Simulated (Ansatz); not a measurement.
Calculated with Ansatz: SrCuSeF, relaxation

Launch command:

```bash
ansatz run input.yaml --threads 2 --pin off --max-ram 2560MiB --backend cpu --events-out ev --progress --plain --runs-dir out
```

Input:

```yaml
crystal:
  lattice:
    - [4.12022732, 0.0, 0.0]
    - [0.0, 4.12022732, 0.0]
    - [0.0, 0.0, 8.9665395]
  atoms:
    - { symbol: F, position: [0.25, 0.75, 0.5] }
    - { symbol: F, position: [0.75, 0.25, 0.5] }
    - { symbol: Sr, position: [0.25, 0.25, 0.1601] }
    - { symbol: Sr, position: [0.75, 0.75, 0.8399] }
    - { symbol: Se, position: [0.25, 0.25, 0.6708] }
    - { symbol: Se, position: [0.75, 0.75, 0.3292] }
    - { symbol: Cu, position: [0.25, 0.75, 0.0] }
    - { symbol: Cu, position: [0.75, 0.25, 0.0] }
  symmetry: { tolerance: 0.0003 }
kpoints:
  mp_grid: { grid: [8, 8, 4], shift: [0, 0, 0] }
magnetization:
  spin_polarized: false
scf:
  occupations: { method: fermi_dirac }
  lower_state_search: "off"
hamiltonian:
  pseudopotentials: { kind: paw }
  xc: r2scan
basis:
  ecutwfc: 500
  fft_grid_basis: typed
relax:
  max_steps: 80
  cell: { p_target: 0.0 }
  f_tol: 0.03
output:
  forces: true
  stress: true
  eigenvalues: true
  bader: true
  populations: true
  elf: true
  write_potential: true
  volumetric_format: npy
  dos:
    e_range: [-12, 8]
    de: 0.05
    projected: { site_lists: { Cu: [Cu], F: [F], Se: [Se], Sr: [Sr] } }
  write_density: true
checkpoint:
  read: saved_state
```

Origin of the cell: a database entry, scaled a little.

The smearing width isn't typed, so it takes its default of 0.1 eV.

The saved state is a converged single point of the same cell.

Steps («new basis» is an SCF on plane waves selected anew at the same cell):

| step | ΔF (meV/atom) | max force component (eV/Å) | P (GPa) | volume (Å³) | SCF iterations | step was |
| --- | --- | --- | --- | --- | --- | --- |
| 1 | 0.0 | 6.719 | 12.26 | 152.22 | 9 | accepted |
| 2 | -370.2 | 5.299 | 5.87 | 155.99 | 11 | accepted |
| 3 | -690.5 | 4.437 | 2.16 | 156.73 | 9 | accepted |
| 4 | -990.2 | 3.933 | -0.01 | 155.88 | 9 | accepted |
| 5 | -1302.0 | 3.761 | -1.69 | 154.05 | 10 | accepted |
| 6 | -1635.5 | 3.598 | -2.90 | 150.97 | 10 | accepted |
| 7 | -1953.9 | 3.174 | -3.39 | 147.51 | 9 | accepted |
| 8 | -2198.8 | 2.551 | -2.68 | 143.99 | 9 | accepted |
| 9 | -2356.5 | 1.401 | 0.42 | 139.33 | 8 | accepted |
| 10 | -2407.1 | 0.311 | 2.82 | 139.73 | 8 | accepted |
| 11 | -2412.4 | 0.113 | -2.24 | 150.15 | 9 | accepted |
| 12 | -2417.5 | 0.044 | -1.05 | 147.20 | 8 | accepted |
| 13 | -2418.7 | 0.025 | 0.10 | 144.95 | 7 | accepted |
| 14 | -2418.8 | 0.003 | -0.02 | 145.10 | 7 | accepted |
| 15 | -2418.5 | 0.003 | -0.01 | 145.10 | 7 | new basis |

Step 1, with forces in eV/Å:

```xyz
8
Lattice="4.120 0.000 0.000 0.000 4.120 0.000 0.000 0.000 8.967" Properties=species:S:1:pos:R:3:forces:R:3 pbc="T T T" step=1
F     1.030    3.090    4.483    0.000    0.000    0.000
F     3.090    1.030    4.483    0.000    0.000    0.000
Sr    1.030    1.030    1.436    0.000    0.000    6.719
Sr    3.090    3.090    7.531    0.000    0.000   -6.719
Se    1.030    1.030    6.015    0.000    0.000    2.229
Se    3.090    3.090    2.952    0.000    0.000   -2.229
Cu    1.030    3.090    0.000    0.000    0.000    0.000
Cu    3.090    1.030    0.000    0.000    0.000    0.000
```

Step 2, with forces in eV/Å:

```xyz
8
Lattice="4.170 0.000 0.000 0.000 4.170 0.000 0.000 0.000 8.971" Properties=species:S:1:pos:R:3:forces:R:3 pbc="T T T" step=2
F     1.042    3.127    4.485    0.000    0.000    0.000
F     3.127    1.042    4.485    0.000    0.000    0.000
Sr    1.042    1.042    1.631    0.000    0.000    5.299
Sr    3.127    3.127    7.340    0.000    0.000   -5.299
Se    1.042    1.042    6.098    0.000    0.000    2.455
Se    3.127    3.127    2.873    0.000    0.000   -2.455
Cu    1.042    3.127    0.000    0.000    0.000    0.000
Cu    3.127    1.042    0.000    0.000    0.000    0.000
```

Step 3, with forces in eV/Å:

```xyz
8
Lattice="4.188 0.000 0.000 0.000 4.188 0.000 0.000 0.000 8.938" Properties=species:S:1:pos:R:3:forces:R:3 pbc="T T T" step=3
F     1.047    3.141    4.469    0.000    0.000    0.000
F     3.141    1.047    4.469    0.000    0.000    0.000
Sr    1.047    1.047    1.819    0.000    0.000    4.437
Sr    3.141    3.141    7.118    0.000    0.000   -4.437
Se    1.047    1.047    6.198    0.000    0.000    2.532
Se    3.141    3.141    2.740    0.000    0.000   -2.532
Cu    1.047    3.141    0.000    0.000    0.000    0.000
Cu    3.141    1.047    0.000    0.000    0.000    0.000
```

Step 4, with forces in eV/Å:

```xyz
8
Lattice="4.203 0.000 0.000 0.000 4.203 0.000 0.000 0.000 8.824" Properties=species:S:1:pos:R:3:forces:R:3 pbc="T T T" step=4
F     1.051    3.152    4.412    0.000    0.000    0.000
F     3.152    1.051    4.412    0.000    0.000    0.000
Sr    1.051    1.051    1.988    0.000    0.000    3.933
Sr    3.152    3.152    6.836    0.000    0.000   -3.933
Se    1.051    1.051    6.254    0.000    0.000    2.637
Se    3.152    3.152    2.570    0.000    0.000   -2.637
Cu    1.051    3.152    0.000    0.000    0.000    0.000
Cu    3.152    1.051    0.000    0.000    0.000    0.000
```

Step 5, with forces in eV/Å:

```xyz
8
Lattice="4.224 0.000 0.000 0.000 4.224 0.000 0.000 0.000 8.633" Properties=species:S:1:pos:R:3:forces:R:3 pbc="T T T" step=5
F     1.056    3.168    4.317    0.000    0.000    0.000
F     3.168    1.056    4.317    0.000    0.000    0.000
Sr    1.056    1.056    2.133    0.000    0.000    3.761
Sr    3.168    3.168    6.501    0.000    0.000   -3.761
Se    1.056    1.056    6.264    0.000    0.000    2.959
Se    3.168    3.168    2.370    0.000    0.000   -2.959
Cu    1.056    3.168    0.000    0.000    0.000    0.000
Cu    3.168    1.056    0.000    0.000    0.000    0.000
```

Step 6, with forces in eV/Å:

```xyz
8
Lattice="4.240 0.000 0.000 0.000 4.240 0.000 0.000 0.000 8.396" Properties=species:S:1:pos:R:3:forces:R:3 pbc="T T T" step=6
F     1.060    3.180    4.198    0.000    0.000    0.000
F     3.180    1.060    4.198    0.000    0.000    0.000
Sr    1.060    1.060    2.257    0.000    0.000    3.598
Sr    3.180    3.180    6.140    0.000    0.000   -3.598
Se    1.060    1.060    6.251    0.000    0.000    3.273
Se    3.180    3.180    2.145    0.000    0.000   -3.273
Cu    1.060    3.180    0.000    0.000    0.000    0.000
Cu    3.180    1.060    0.000    0.000    0.000    0.000
```

Step 7, with forces in eV/Å:

```xyz
8
Lattice="4.239 0.000 0.000 0.000 4.239 0.000 0.000 0.000 8.208" Properties=species:S:1:pos:R:3:forces:R:3 pbc="T T T" step=7
F     1.060    3.180    4.104    0.000    0.000    0.000
F     3.180    1.060    4.104    0.000    0.000    0.000
Sr    1.060    1.060    2.378    0.000    0.000    3.127
Sr    3.180    3.180    5.829    0.000    0.000   -3.127
Se    1.060    1.060    6.290    0.000    0.000    3.174
Se    3.180    3.180    1.918    0.000    0.000   -3.174
Cu    1.060    3.180    0.000    0.000    0.000    0.000
Cu    3.180    1.060    0.000    0.000    0.000    0.000
```

Step 8, with forces in eV/Å:

```xyz
8
Lattice="4.218 0.000 0.000 0.000 4.218 0.000 0.000 0.000 8.093" Properties=species:S:1:pos:R:3:forces:R:3 pbc="T T T" step=8
F     1.054    3.163    4.047    0.000    0.000    0.000
F     3.163    1.054    4.047    0.000    0.000    0.000
Sr    1.054    1.054    2.497    0.000    0.000    2.286
Sr    3.163    3.163    5.596    0.000    0.000   -2.286
Se    1.054    1.054    6.378    0.000    0.000    2.551
Se    3.163    3.163    1.715    0.000    0.000   -2.551
Cu    1.054    3.163    0.000    0.000    0.000    0.000
Cu    3.163    1.054    0.000    0.000    0.000    0.000
```

Step 9, with forces in eV/Å:

```xyz
8
Lattice="4.126 0.000 0.000 0.000 4.126 0.000 0.000 0.000 8.183" Properties=species:S:1:pos:R:3:forces:R:3 pbc="T T T" step=9
F     1.032    3.095    4.092    0.000    0.000    0.000
F     3.095    1.032    4.092    0.000    0.000    0.000
Sr    1.032    1.032    2.653    0.000    0.000    1.244
Sr    3.095    3.095    5.530    0.000    0.000   -1.244
Se    1.032    1.032    6.631    0.000    0.000    1.401
Se    3.095    3.095    1.552    0.000    0.000   -1.401
Cu    1.032    3.095    0.000    0.000    0.000    0.000
Cu    3.095    1.032    0.000    0.000    0.000    0.000
```

Step 10, with forces in eV/Å:

```xyz
8
Lattice="4.086 0.000 0.000 0.000 4.086 0.000 0.000 0.000 8.368" Properties=species:S:1:pos:R:3:forces:R:3 pbc="T T T" step=10
F     1.022    3.065    4.184    0.000    0.000    0.000
F     3.065    1.022    4.184    0.000    0.000    0.000
Sr    1.022    1.022    2.837    0.000    0.000   -0.175
Sr    3.065    3.065    5.531    0.000    0.000    0.175
Se    1.022    1.022    6.968    0.000    0.000   -0.311
Se    3.065    3.065    1.400    0.000    0.000    0.311
Cu    1.022    3.065    0.000    0.000    0.000    0.000
Cu    3.065    1.022    0.000    0.000    0.000    0.000
```

Step 11, with forces in eV/Å:

```xyz
8
Lattice="4.130 0.000 0.000 0.000 4.130 0.000 0.000 0.000 8.801" Properties=species:S:1:pos:R:3:forces:R:3 pbc="T T T" step=11
F     1.033    3.098    4.401    0.000    0.000    0.000
F     3.098    1.033    4.401    0.000    0.000    0.000
Sr    1.033    1.033    3.010    0.000    0.000   -0.113
Sr    3.098    3.098    5.791    0.000    0.000    0.113
Se    1.033    1.033    7.322    0.000    0.000    0.078
Se    3.098    3.098    1.479    0.000    0.000   -0.078
Cu    1.033    3.098    0.000    0.000    0.000    0.000
Cu    3.098    1.033    0.000    0.000    0.000    0.000
```

Step 12, with forces in eV/Å:

```xyz
8
Lattice="4.086 0.000 0.000 0.000 4.086 0.000 0.000 0.000 8.816" Properties=species:S:1:pos:R:3:forces:R:3 pbc="T T T" step=12
F     1.022    3.065    4.408    0.000    0.000    0.000
F     3.065    1.022    4.408    0.000    0.000    0.000
Sr    1.022    1.022    2.995    0.000    0.000   -0.002
Sr    3.065    3.065    5.821    0.000    0.000    0.002
Se    1.022    1.022    7.333    0.000    0.000    0.044
Se    3.065    3.065    1.483    0.000    0.000   -0.044
Cu    1.022    3.065    0.000    0.000    0.000    0.000
Cu    3.065    1.022    0.000    0.000    0.000    0.000
```

Step 13, with forces in eV/Å:

```xyz
8
Lattice="4.043 0.000 0.000 0.000 4.043 0.000 0.000 0.000 8.867" Properties=species:S:1:pos:R:3:forces:R:3 pbc="T T T" step=13
F     1.011    3.032    4.433    0.000    0.000    0.000
F     3.032    1.011    4.433    0.000    0.000    0.000
Sr    1.011    1.011    3.006    0.000    0.000    0.010
Sr    3.032    3.032    5.861    0.000    0.000   -0.010
Se    1.011    1.011    7.378    0.000    0.000   -0.025
Se    3.032    3.032    1.489    0.000    0.000    0.025
Cu    1.011    3.032    0.000    0.000    0.000    0.000
Cu    3.032    1.011    0.000    0.000    0.000    0.000
```

Step 15, with forces in eV/Å:

```xyz
8
Lattice="4.050 0.000 0.000 0.000 4.050 0.000 0.000 0.000 8.846" Properties=species:S:1:pos:R:3:forces:R:3 pbc="T T T" step=15
F     1.013    3.038    4.423    0.000    0.000    0.000
F     3.038    1.013    4.423    0.000    0.000    0.000
Sr    1.013    1.013    3.000    0.000    0.000    0.002
Sr    3.038    3.038    5.846    0.000    0.000   -0.002
Se    1.013    1.013    7.358    0.000    0.000    0.003
Se    3.038    3.038    1.489    0.000    0.000   -0.003
Cu    1.013    3.038    0.000    0.000    0.000    0.000
Cu    3.038    1.013    0.000    0.000    0.000    0.000
```

| Item | Value |
| --- | --- |
| Free energy lowered by | 2418.5 meV/atom |
| Volume change | -4.68 % |
| Final pressure | -0.01 GPa |
| Relaxation steps listed | 15 |
| Formation energy (elements under the same functional, gases as molecules, uncorrected) | -2.260 eV/atom |

Caveats: the database entry stands far from equilibrium and may be faulty; the relaxation held the start's symmetry, so the end may be a saddle point.

The run took 7.8 min on 2 threads of Arm Neoverse V2, on a shared host, peak memory 1.1 GiB, from a saved density.
